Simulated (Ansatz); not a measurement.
## How much do the gradients of La7Pt3 depend on the method?

Cell: a Materials Project structure (computed, not necessarily an observed phase).

Space group P6_3mc (No. 186); a = 10.3427, c = 6.6220 Å, γ = 120.00°.

| site | Wyckoff | site symmetry | x | y | z |
| --- | --- | --- | --- | --- | --- |
| La1 | 2b | 3m. | 0.6667 | 0.3333 | 0.4648 |
| La3 | 6c | .m. | 0.2531 | 0.1265 | 0.2447 |
| La9 | 6c | .m. | 0.0727 | 0.5364 | 0.4359 |
| Pt | 6c | .m. | 0.6232 | 0.8116 | 0.1954 |

One atom of each set is listed.

First run. Computed with Ansatz: DFT, PBE, plane waves and PAW, scalar-relativistic, 420 eV cutoff, Γ-centred 4×4×5 k-points, Fermi–Dirac smearing 0.05 eV.

```
site  V_zz (10²¹ V/m²)     η
 La1             -6.94  0.00
 La3              9.70  0.38
 La9              8.67  0.84
  Pt              21.4  0.73
```

Second run. The same atoms and settings, except that the functional is r2SCAN and the cutoff is 500 eV.

Task: What does the second run give?

Result: 

| site | V_zz | η | change of V_zz |
| --- | --- | --- | --- |
| La1 | -8.18 | 0.00 | -1.24 |
| La3 | 9.68 | 0.29 | -0.02 |
| La9 | 8.52 | 0.90 | -0.15 |
| Pt | 25.2 | 0.73 | +3.87 |

The largest change of V_zz is on Pt, from 21.4 to 25.2. In per cent, |V_zz| changes by -2 to +18 on La, +18 on Pt (all sites that start above 2).

The run finds no gap above 0.1 eV (a metal, or nearly one), so the gradients can move by 10 % or more with the k-mesh. Spin–orbit coupling is left out, which shifts gradients on Pt by a few per cent in wide-gap crystals, and can shift them far more where the calculated gap is small or absent, as here.
For the second run: With these PAW files V_zz is typically within 2 to 3 % of all-electron values, but misses above 10 % occur on Pt.
